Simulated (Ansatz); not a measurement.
**Pressure against volume: ZrB$_{2}$**

```cif
data_structure
_symmetry_space_group_name_H-M 'P6/mmm'
_symmetry_Int_Tables_number 191
_cell_length_a 3.1650
_cell_length_b 3.1650
_cell_length_c 3.5200
_cell_angle_alpha 90.000
_cell_angle_beta 90.000
_cell_angle_gamma 120.000
_cell_volume 30.54
loop_
_atom_site_label
_atom_site_type_symbol
_atom_site_symmetry_multiplicity
_atom_site_Wyckoff_symbol
_atom_site_fract_x
_atom_site_fract_y
_atom_site_fract_z
_atom_site_occupancy
Zr1 Zr 1 a 0.00000 0.00000 0.00000 1
B1 B 2 d 0.33333 0.66667 0.50000 1
```

The runs use the primitive cell with vectors (3.165, 0.000, 0.000), (-1.582, 2.741, 0.000), (0.000, 0.000, 3.520) Å, to which the k mesh refers.

The geometry is COD entry 1510856, unchecked; take it as a test cell.

Methods: DFT, LDA, all-electron LAPW, scalar-relativistic (Ansatz 0.2.0); DFT, LDA, PAW with Ansatz's default frozen-core files, scalar-relativistic (Ansatz 0.2.0).

For LAPW: a Γ-centred 12×12×9 k mesh, Fermi–Dirac smearing of 0.05 eV, basis error target 1 meV/atom, no spin polarisation. PAW takes a cutoff of 420 eV at this cell (files made with PBE, cores remade for this functional). The Ansatz runs share mesh, smearing and spin set-up. Plane-wave (PAW) pressures include the program's estimate of the Pulay term.

The cell above is scaled evenly, with fractional coordinates and shape held.

| V/V(cell) | V (Å³/atom) | P, LAPW (GPa) | P, PAW (GPa) | free energy over the lowest listed, PAW (meV/atom) |
| --- | --- | --- | --- | --- |
| 0.9400 | 9.568 | 9.03 | 9.02 | 8.0 |
| 0.9600 | 9.772 | 3.04 | 3.03 | 0.4 |
| 0.9800 | 9.975 | -2.38 | -2.38 | 0.0 |
| 0.9900 | 10.077 | -4.89 | -4.89 | 2.3 |
| 1.0000 | 10.179 | -7.28 | -7.28 | 6.2 |
| 1.0100 | 10.281 | -9.55 | -9.55 | 11.5 |
| 1.0200 | 10.382 | -11.71 | -11.70 | 18.3 |
| 1.0400 | 10.586 | -15.71 | -15.71 | 35.7 |
| 1.0600 | 10.790 | -19.33 | -19.33 | 58.0 |

Q: What do Birch–Murnaghan fits to the pressures give?

A: LAPW: V0 = 9.88 Å³/atom, B0 = 262 GPa, B0′ = 3.9; PAW: V0 = 9.88 Å³/atom, B0 = 261 GPa, B0′ = 3.9.

PAW's V0 lies 0.00 % from the all-electron value and its B0 0.0 %. With shape and internal coordinates held, B0 is an upper bound to the relaxed modulus.
